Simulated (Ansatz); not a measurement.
Mo (bcc, W type)

```yaml
crystal:
  lattice:
    - [-1.58037, 1.58037, 1.58037]
    - [1.58037, -1.58037, 1.58037]
    - [1.58037, 1.58037, -1.58037]
  atoms:
    - { symbol: Mo, position: [0.00000, 0.00000, 0.00000] }
```

This relaxed cell (volume V₀) is scaled evenly in all directions, its shape held. Symmetry pins the atoms to their sites.

Calculation: PBE (plane waves to 420 eV, PAW, scalar-relativistic; Ansatz, a quantum-chemistry and plane-wave program). k mesh 21×21×21 (Γ-centred), Fermi-Dirac smearing 0.05 eV. The energy includes the smearing's −TS. Stress and pressure are positive under compression. Mo is run without spin polarisation. Mo was relaxed with its symmetry unable to fall. The zero of ΔE is the relaxed starting cell. The last digit holds for this mesh only.

```
V (Å³/atom)  ΔE (meV/atom)
-----------  -------------
14.841                51.2
15.030                32.1
15.220                17.6
15.409                 7.7
15.599                 1.9
15.788                 0.0
15.978                 1.8
16.167            withheld
16.357                15.6
16.546                27.1
16.736                41.6
```

Question: Fit a third-order Birch-Murnaghan form (E₀, V₀, B₀, B₀′ free) to the given rows and predict ΔE at V = 16.167.

Answer: Least squares on the 10 given rows: ΔE = E₀ + (9V₀B₀/16)·y²·[2 + (B₀′ − 4)y], y = (V₀/V)^(2/3) − 1, with V₀ = 15.788 Å³/atom, B₀ = 259.2 GPa (160.2 GPa = 1 eV/Å³; the term in eV is multiplied by 1000), B₀′ = 4.22, E₀ = 0.00 meV/atom; root-mean-square residual 0.02 meV/atom. At 16.167 the fit gives 7.1 meV/atom; the calculation gives 7.1 meV/atom, the same to the digits shown. For the pressure the fit gives -5.8 GPa against the computed -5.9 GPa.

(A scan under strain: stresses follow from slopes of the energy per volume, elastic moduli from its curvatures.)
